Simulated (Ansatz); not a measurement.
The start is a generated trial cell of Rb in the omega structure type. The cell and all atomic positions are relaxed at zero pressure with r2SCAN (plane waves to 500 eV, PAW, scalar-relativistic; Ansatz, a program for electronic structure). The first steps use a coarse 5×5×7 k-mesh.

Input geometry:
```
CELL_PARAMETERS angstrom
      7.89692     0.00000     0.00000
     -3.94846     6.83893     0.00000
      0.00000     0.00000     4.80304
ATOMIC_POSITIONS crystal
  Rb 0.00000 0.00000 0.00000
  Rb 0.33333 0.66667 0.50000
  Rb 0.66667 0.33333 0.50000
```

```yaml
energy_released: 0.01 eV/atom
volume_change: +9.8 %, from 86.47 to 94.95 Å³/atom
optimiser_moves: 3
```

The end point of the relaxation:

Space group P6/mmm (No. 191); a = 8.2007 Å, b = 8.2007 Å, c = 4.8906 Å, α = 90.00°, β = 90.00°, γ = 120.00°

```json
[
 {"atom": "Rb", "site": "1a", "symmetry": "6/mmm", "x": "0.0000", "y": "0.0000", "z": "0.0000"},
 {"atom": "Rb", "site": "2d", "symmetry": "-6m2", "x": "0.3333", "y": "0.6667", "z": "0.5000"}
]
```

Final values are on a 7×7×10 k-mesh of the relaxed cell. No spin polarisation in the result.

The run could not lose the symmetry of its start: the end is stationary, and may be a saddle point rather than a minimum.

All atoms sit on sites fixed by symmetry, so only the cell could relax.

The relaxed structure here is a generated cell of Rb: the first start was made by placing the elements on the sites of a structure type, and the end was not matched to a known phase here, so it may be hypothetical. Known forms of Rb include space group No. 229.
